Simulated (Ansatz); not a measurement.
**Notes on Ca$_{2}$TlB$_{3}$Cl**

```
Tl Ca Cl B
1.0
     6.77619    0.55154    0.25247
     0.83061    6.14081    1.12960
    -0.54880    0.03085    6.28357
Tl Ca Cl B
2 4 2 6
Direct
  0.84645 0.00333 0.95567
  0.20875 0.07901 0.19099
  0.12468 0.83752 0.63396
  0.69229 0.05694 0.38618
  0.59687 0.71441 0.76934
  0.32224 0.46966 0.36391
  0.07537 0.28749 0.63577
  0.92967 0.38002 0.93510
  0.82524 0.46769 0.23947
  0.51991 0.77483 0.22491
  0.06290 0.63411 0.02382
  0.74884 0.32595 0.65263
  0.47671 0.13491 0.89919
  0.62662 0.34490 0.03134
```

Method: PBE, no spin polarisation; PAW, plane waves to 420 eV, 3×3×3 (shifted by 0.5, 0, 0 steps) mesh, fermi-dirac occupations (width 0.1 eV) (Ansatz 0.2.0), atoms fixed.

(1) Where is the largest force?

(2) What happens at the Fermi level?

(3) Is it stable against the elements?

(4) Describe some of the short contacts.

Origin: a disordered cell, so it need not be a known compound. Caveats: many states at the Fermi level without spin polarisation, so a magnetic state may lie lower; the k mesh is coarse if the cell is a metal; atoms or cell far from equilibrium.

Answers

(1) The largest is on Cl8: 5.04 eV/Å, components (-1.44, 4.32, 2.17). It makes 47° with the line to a nearest neighbour, B11 at 2.14 Å.

(2) It is a metal on this mesh, though the bands barely overlap, with about 7 states/eV a cell as the mean within 0.25 eV of the Fermi level, mostly B p (49 %).

(3) 1.22 eV an atom against the elements' usual phases (free molecules for gases, crystals otherwise, with no correction for O₂ or N₂), so at this geometry it isn't bound against them. Relaxing would lower it.

(4) B–B at 2.09 Å: least valence density 0.48 e/Å³ and ELF 0.81 there. Cl–Cl at 2.28 Å: least valence density 0.58 e/Å³ and ELF 0.31 there. Tl–B at 2.42 Å: least valence density 0.42 e/Å³ and ELF 0.58 there. Cl–B at 2.14 Å is left out, since its least density falls inside a PAW sphere. These are pseudo-fields; inside the PAW spheres they differ from the all-electron ones.
